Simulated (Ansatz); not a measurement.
Input for Ansatz (plane-wave DFT), LiRe$_{3}$:

```yaml
crystal:
  lattice:
    - [0.0, 3.052881, 3.052881]
    - [3.052881, 0.0, 3.052881]
    - [3.052881, 3.052881, 0.0]
  atoms:
    - { symbol: Li, position: [0.0, 0.0, 0.0] }
    - { symbol: Re, position: [0.75, 0.75, 0.75] }
    - { symbol: Re, position: [0.25, 0.25, 0.25] }
    - { symbol: Re, position: [0.5, 0.5, 0.5] }
basis:
  ecutwfc: "24 Ha"
kpoints:
  mp_grid: { grid: [6, 6, 6] }
hamiltonian:
  xc: pbe
scf:
  occupations: { method: gaussian, width: 0.1 }
output:
  forces: true
  stress: true
  eigenvalues: true
```

Command:

```bash
ansatz run input.yaml --threads 1 --pin off --max-ram 1331MiB --backend cpu --events-out ev --progress --plain --runs-dir out
```

From the log (HF is the Harris–Foulkes energy, dr2 the density residual in eV):

```text
Pseudopotential: Li, paw, valence charge 3, recommended cutoff 420 eV (normal)
Pseudopotential: Re, paw, valence charge 15, recommended cutoff 420 eV (normal)
Crystal: 4 atoms, lattice volume = 56.906 Å³
Basis set: ecut = 653.0732 eV, 2109 PW (Γ), exchange–correlation on 72×72×72 points (8 copies of the dense FFT grid, shifted against one another)
Bands: 29, of which v1, the nominal top of the filled ones, is band 24 counted from 1 (23 counted from 0)
Symmetry: 48 space group operations
Space group: Fm-3m (ITA 225), of the structure as read, at distance tolerance 3.8e-5 Å
k-points: 16 of 216
Initial density: superposition of atomic densities, corrected by the library's trained network
SCF iter   1: HF=-32808.101760 eV  Δρ=5.25e-3  dr2=2.81e-2
SCF iter   2: HF=-32808.101044 eV  Δρ=2.70e-3  dr2=6.97e-3
SCF iter   3: HF=-32808.100575 eV  Δρ=2.01e-4  dr2=1.42e-5
SCF iter   4: HF=-32808.100585 eV  Δρ=2.62e-5  dr2=3.10e-7
SCF iter   5: F=-32808.100585 eV  HF=-32808.100585 eV  Δρ=5.99e-6  dr2=2.46e-8
SCF iter   6: F=-32808.100585 eV  HF=-32808.100585 eV  Δρ=1.45e-6  dr2=3.84e-10
SCF 1 converged in 6 iterations: F = -32808.100585 eV  dr2 = 3.84e-10
SCF converged after 6 iterations
Free energy (F): -32808.100585 eV
E sigma→0 (E₀):  -32808.092064 eV
Entropy (-TS):   -0.017042 eV (-4.261 meV/atom)
Fermi energy:    19.062604 eV
--- Forces (eV/Å), atoms counted from 1 ---
  atom   1  Li    -0.00000000     0.00000000    -0.00000000
  atom   2  Re     0.00000000     0.00000000     0.00000000
  atom   3  Re     0.00000000    -0.00000000     0.00000000
  atom   4  Re     0.00000000    -0.00000000    -0.00000000
--- Stress (GPa, compression-positive) ---
       -3.016703       0.000000       0.000000
        0.000000      -3.016703       0.000000
        0.000000      -0.000000      -3.016703
  P = ⅓ Tr σ = -3.0167 GPa (-30.167 kbar)
```

Settings here are deliberately varied, not converged.